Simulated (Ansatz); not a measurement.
PtW (rock salt, Fm-3m), a = 5.2016 Å, b = 5.2016 Å, c = 5.2016 Å, α = 90.00°, β = 90.00°, γ = 90.00°; the cell used has 2 atoms.

Relaxed with PBEsol.

Q: Decompose the optical modes at the zone centre into irreducible representations, and say which are infrared and Raman allowed.

A: Point group m-3m: Γ_opt = T1u. Infrared: T1u. Raman: none.

Q: Assign frequencies (DFPT, the program Ansatz at the PBEsol level (PAW)).

A: T1u 97 cm⁻¹.

The start of the workflow was typed in or built on a structure type; neither database checked (COD, Materials Project) lists it. Whether it is the stable phase at ambient conditions was not checked. The cell was relaxed with PBEsol under the symmetry of its start; whether a distortion lowers the energy is not shown. No spin polarisation was allowed. Its formation energy is positive at this level, so the cell may be metastable or incomplete. As this level gives no gap, phonon frequencies hold no LO–TO term and depend on the k-mesh and smearing (Fermi–Dirac, 0.1 eV here). Spin–orbit coupling is left out wherever it is not named.

Potentials: the earlier of the program's two PAW sets. The files were generated under PBE; for other functionals the program regenerates the frozen cores, and for LDA and PBEsol the local potential too.
